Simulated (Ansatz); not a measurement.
Input and command of a plane-wave DFT calculation in Ansatz:

```yaml
crystal:
  lattice:
    - [5.0870786784, 0.0, 0.0]
    - [0.0, 3.6593552863, 0.0]
    - [0.0, 0.0, 4.8674111198]
  atoms:
    - { symbol: Sc, position: [0.75, 0.3333333333, 0.25] }
    - { symbol: Sc, position: [0.75, 0.6666666667, 0.75] }
    - { symbol: Sc, position: [0.25, 0.3333333333, 0.25] }
    - { symbol: Sc, position: [0.25, 0.6666666667, 0.75] }
    - { symbol: H, position: [0.0, 0.5, 0.0] }
    - { symbol: H, position: [0.5, 0.5, 0.5] }
basis:
  ecutwfc: 420
kpoints:
  mp_grid: { grid: [4, 6, 4] }
hamiltonian:
  xc: pbe
scf:
  occupations: { method: gaussian, width: 0.1 }
  lower_state_search: "off"
output:
  forces: true
  stress: true
  eigenvalues: true
relax:
  adjacent_minimum: "off"
  f_tol: 0.04
  max_steps: 70
  cell: { stress_tol: 0.4 }
```

```bash
ansatz run input.yaml --threads 1 --pin off --max-ram 2560MiB --backend cpu --events-out ev --progress --plain --runs-dir out
```

Processor: Intel(R) Xeon(R) 6975P-C (Granite Rapids), 1 thread, on a host shared with other jobs.

Estimate time, memory and problem size.

About 35 s on 1 thread of Intel(R) Xeon(R) 6975P-C (Granite Rapids), with other jobs on the host, peak memory 0.43 GiB. It solves 29 bands at 36 k points (the mesh reduced by the symmetry that the task leaves, which can be less than the crystal's) with about 2047 plane waves (on the last cell), in 67 SCF iterations over 11 ionic steps.
